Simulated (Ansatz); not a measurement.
Input and command of a plane-wave DFT calculation in Ansatz:

```yaml
crystal:
  lattice:
    - [2.7182807111, 0.0, 0.0]
    - [0.0, 2.7182807111, 0.0]
    - [0.0, 0.0, 24.766344172]
  atoms:
    - { symbol: Ir, position: [0.5, 0.5, 0.3432076991] }
    - { symbol: Ir, position: [0.0, 0.0, 0.4208176488] }
    - { symbol: Ir, position: [0.5, 0.5, 0.4989389497] }
    - { symbol: Ir, position: [0.0, 0.0, 0.5725799416] }
    - { symbol: C, position: [0.0, 0.0, 0.6606026221] }
basis:
  ecutwfc: 500
kpoints:
  mp_grid: { grid: [11, 11, 1] }
hamiltonian:
  xc: r2scan
scf:
  occupations: { method: gaussian, width: 0.1 }
output:
  forces: true
  eigenvalues: true
  write_density: true
  write_potential: true
  elf: true
  volumetric_format: npy
relax:
  adjacent_minimum: "off"
  f_tol: 0.03
  max_steps: 70
  constraints: [{ sites: [0, 1] }]
efield:
  axis: 3
  dipole_correction: true
  ramp_width: 0.04
```

```bash
ansatz run input.yaml --threads 2 --pin off --max-ram 5120MiB --backend cpu --events-out ev --progress --plain --runs-dir out
```

Processor: Intel(R) Xeon(R) Platinum 8375C CPU @ 2.90GHz (Ice Lake), 2 threads, on a host shared with other jobs.

Estimate time, memory and problem size.

About 110 s on 2 threads of Intel(R) Xeon(R) Platinum 8375C CPU @ 2.90GHz (Ice Lake) (shared host), peak memory 0.85 GiB. It solves 44 bands at 21 k points (the mesh reduced by symmetry) with about 4519 plane waves, in 46 SCF iterations over 7 ionic steps.
